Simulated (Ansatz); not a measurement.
**LuHg: stiffness from a series of strains**

```xyz
2
Lattice="3.6070 0.0000 0.0000 0.0000 3.6070 0.0000 0.0000 0.0000 3.6070" Properties=species:S:1:pos:R:3 pbc="T T T"
Lu    1.8035    1.8035    1.8035
Hg    0.0000    0.0000    0.0000
```

Atoms are numbered in the order listed.

The geometry is COD entry 1523433, unchecked; take it as a test cell.

Spin–orbit coupling is left out, though it moves levels of the heavy atoms by tenths of an eV or more.

These are results of Ansatz 0.2.0, DFT, LDA, all-electron LAPW, scalar-relativistic, not measurements.

Sampling and basis: a Γ-centred 10×10×10 k mesh, Fermi–Dirac smearing of 0.05 eV, basis error target 0.25 meV/atom, no spin polarisation.

The strain is applied along the Cartesian axes of the cell as listed (the other components stay zero). Fractional coordinates are held (clamped ions).

σ is the change of stress from the unstrained cell, which is at -4.17 GPa; tension is positive, so slopes are stress–strain coefficients at that pressure. In a metal the k mesh adds noise.

Only quantities that a quadratic follows smoothly over the whole series are listed; rougher ones are left out.

```tsv
εxx = εyy	σzz (GPa)	σxx (GPa)
-0.0200	-2.54	-3.44
-0.0100	-1.18	-1.64
0.0000	0.00	0.00
0.0200	1.92	2.82
```

(1) Fit the series and read off the stiffness at zero strain.

(2) One run, at εxx = εyy = 0.0100, is withheld. Predict its row.

Answers

(1) Least-squares fits y = p0 + p1 x + p2 x² to the rows give σzz (GPa): p1 = 111, p2 = -790; σxx (GPa): p1 = 156, p2 = -780. So 2 C12 = 111 GPa and C11 + C12 = 156 GPa.

(2) The fits give 1.04, 1.49; the run gave 1.02, 1.49.
